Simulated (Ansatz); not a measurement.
BeAg (CsCl type, Pm-3m) under volume change, the program Ansatz at the PBEsol level (PAW), scaled uniformly.

| V (Å³/atom) | E − E(relaxed) (meV/atom) | P (GPa) |
|---|---|---|
| 11.207 | 50.3 | 15.87 |
| 11.577 | … | … |
| 11.946 | … | … |
| 12.316 | 0.0 | 0.01 |
| 12.685 | 4.4 | -3.72 |
| 13.055 | 16.7 | -6.87 |
| 13.424 | 35.7 | -9.52 |

Task: Complete the blanks.

Result: 
- 11.577, E − E(relaxed) (meV/atom): 21.0
- 11.577, P (GPa): 9.66
- 11.946, E − E(relaxed) (meV/atom): 5.0
- 11.946, P (GPa): 4.42

Task: What does a third-order Birch–Murnaghan fit give for V₀, B₀ and B′?

Result: V₀ = 12.32 Å³/atom, B₀ = 135 GPa, B′ = 4.6.

The start of the workflow was typed in or built on a structure type; neither database checked (COD, Materials Project) lists it. Whether it is the stable phase at ambient conditions was not checked. Symmetry was held in the PBEsol relaxation; its stability against distortions is not shown here. The run is not spin-polarised.

Potentials: the later of the program's two PAW sets.
